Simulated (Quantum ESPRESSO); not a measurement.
pw.x input (Quantum ESPRESSO 7.5; PBEsol, PseudoDojo standard norm-conserving files, scalar-relativistic):

```
&CONTROL
  calculation = 'scf'
  pseudo_dir = './pseudo'
  outdir = './out'
  tprnfor = .true.
  tstress = .true.
/
&SYSTEM
  ibrav = 0
  nat = 1
  ntyp = 1
  ecutwfc = 74.0
  ecutrho = 296.0
  occupations = 'smearing'
  smearing = 'fd'
  degauss = 0.005
  nbnd = 8
/
&ELECTRONS
  conv_thr = 1e-10
/
ATOMIC_SPECIES
K 39.0983 K.upf
CELL_PARAMETERS angstrom
  0.000000000000   3.391875000000   3.391875000000
  3.391875000000   0.000000000000   3.391875000000
  3.391875000000   3.391875000000   0.000000000000
ATOMIC_POSITIONS crystal
K   0.000000000000   0.000000000000   0.000000000000
K_POINTS automatic
12 12 12 0 0 0
```

End of the output:

```
     total energy              =     -59.99365207 Ry
     estimated scf accuracy    <       0.00000006 Ry
     total energy              =     -59.99365211 Ry
     estimated scf accuracy    <          5.0E-09 Ry
[...]
     the Fermi energy is     1.5133 ev
!    total energy              =     -59.99365211 Ry
     estimated scf accuracy    <          4.2E-12 Ry
     smearing contrib. (-TS)   =      -0.00085410 Ry
     internal energy E=F+TS    =     -59.99279801 Ry
     The total energy is F=E-TS. E is the sum of the following terms:
     one-electron contribution =     -37.91891304 Ry
     hartree contribution      =      19.45860009 Ry
     xc contribution           =     -12.56287880 Ry
     ewald contribution        =     -28.96960627 Ry
     convergence has been achieved in   6 iterations
     Forces acting on atoms (cartesian axes, Ry/au):
     atom    1 type  1   force =     0.00000000    0.00000000    0.00000000
     Total force =     0.000000     Total SCF correction =     0.000000
     Computing stress (Cartesian axis) and pressure
          total   stress  (Ry/bohr**3)                   (kbar)     P=       -2.89
  -0.00001968  -0.00000000   0.00000000           -2.89       -0.00        0.00
  -0.00000000  -0.00001968  -0.00000000           -0.00       -2.89       -0.00
   0.00000000   0.00000000  -0.00001968            0.00        0.00       -2.89
```

Geometry of the Materials Project entry, not relaxed at this level.
